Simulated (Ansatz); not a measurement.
Mg2TiO4 — ²⁵Mg NMR of the central transition

Cell: a computed structure from the Materials Project (it need not be an observed phase), atoms as given.

Space group Imma (No. 74); a = 6.0108, b = 6.0305, c = 8.5331 Å.

```csv
site,Wyckoff,site symmetry,x,y,z
Mg1,4e,mm2,0.0000,0.2500,0.1358
Mg2,4d,.2/m.,0.2500,0.7500,0.2500
Ti,4b,2/m..,0.5000,0.5000,0.0000
O7,8i,.m.,0.7759,0.7500,0.4985
O9,8h,m..,0.0000,0.5150,0.2726
```

One atom of each set is listed; the run and its k-mesh use a cell of 14 atoms with edges of 6.03, 6.03, 6.03 Å.

Computed with Ansatz: DFT, PBE, plane waves and PAW, scalar-relativistic, 420 eV cutoff, Γ-centred 5×5×5 k-points, Fermi–Dirac smearing 0.02 eV.

²⁵Mg has I = 5/2 and Q = 199.4 mb (Pyykkö 2018); at 9.4 T its Larmor frequency is ν₀ = 24.5 MHz. Only the quadrupole interaction is simulated: positions count from each site's isotropic chemical shift, and J coupling is left out, as are shift anisotropy and dipolar coupling, which fast spinning averages.

The Mg sites: Mg1 (2 atoms; 4 O at 1.98–2.03 Å); Mg2 (2 atoms; 6 O at 2.07–2.13 Å).

Fitted components of the simulated spectrum:

```
component  |C_Q| (MHz)     η
        A         2.18  0.74
        B         4.91  0.45
```

(1) Which site most likely gives which component?

Results:

(1) By the calculation, A is Mg1, B is Mg2. Like point charges on the first shell alone (each adding as 1/d³) would give the same order.
